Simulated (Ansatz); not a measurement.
Data:

CdSe (zinc blende)

```cif
data_CdSe
_chemical_formula_sum 'Se1 Cd1'
_space_group_name_H-M_alt 'P 1'
_space_group_IT_number 1
_cell_length_a 4.33691
_cell_length_b 4.33691
_cell_length_c 4.33691
_cell_angle_alpha 60.000
_cell_angle_beta 60.000
_cell_angle_gamma 60.000
loop_
_space_group_symop_operation_xyz
  'x, y, z'
loop_
_atom_site_label
_atom_site_type_symbol
_atom_site_fract_x
_atom_site_fract_y
_atom_site_fract_z
_atom_site_occupancy
Se1 Se 0.75000 0.75000 0.75000 1
Cd1 Cd 0.00000 0.00000 0.00000 1
```

E(V) scan at fixed shape, V₀ the volume above. Symmetry pins the atoms to their sites.

Level of theory: r2SCAN (plane waves to 500 eV, PAW, scalar-relativistic; Ansatz, a quantum-chemistry and plane-wave program). k mesh 9×9×9 (Γ-centred), Fermi-Dirac smearing 0.05 eV. Energies are smeared free energies. Compression counts positive. CdSe was relaxed with its symmetry unable to fall. The PAW data are Ansatz's earlier set. The zero of ΔE is the relaxed starting cell.

The scan covers V/V₀ from 0.840 to 1.160 in 13 points.

Problem. What is the fitted pressure derivative B₀′?

Solution. 4.6.

Problem. What bulk modulus B₀ follows from a third-order Birch-Murnaghan fit?

Solution. 51.5 GPa.

(A scan under strain: stresses follow from slopes of the energy per volume, elastic moduli from its curvatures.)
